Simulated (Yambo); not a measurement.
G0W0@PBEsol for Rb₂LiScCl₆ (space group Fm-3m, No. 225) in Yambo (2×2×2 mesh, 7 Ry block, plasmon pole, screening fixed), without a terminator:

| bands N in G | gap Γ → Γ (eV) | shift of the valence edge (eV) |
|---|---|---|
| 139 | 7.391 | -1.161 |
| 240 | 7.399 | -1.433 |
| 377 | 7.373 | -1.564 |

Question: Extrapolate both columns to infinite N with E(N) = E∞ + A/N, test the form, and compare with the terminator.

Answer: From two points, E∞ = (N2 E2 − N1 E1)/(N2 − N1). The two largest N give 7.33 eV for the gap and -1.79 eV for the shift; the two smallest give 7.41 eV and -1.81 eV. For the gap the slopes A are -2.6 and 17 eV: the form isn't reached, and its limit is uncertain. For the shift the slopes A are 90 and 87 eV: the 1/N form holds. With the Bruneval-Gonze terminator and 377 bands the run gives 7.24 eV and -1.68 eV, 0.09 eV and 0.12 eV from the extrapolated values: the terminator too is an estimate of the remainder. Block, mesh and the bands in W are held fixed.

Geometry of the Materials Project entry, not relaxed at this level; primitive cell a = 7.235 Å, b = 7.235 Å, c = 7.235 Å, α = 60.00°, β = 60.00°, γ = 60.00°.

The structure is a Materials Project entry; no match was found in the copy of COD used, and its stability was not checked.

A shift is the quasiparticle energy of the state minus its PBEsol energy.
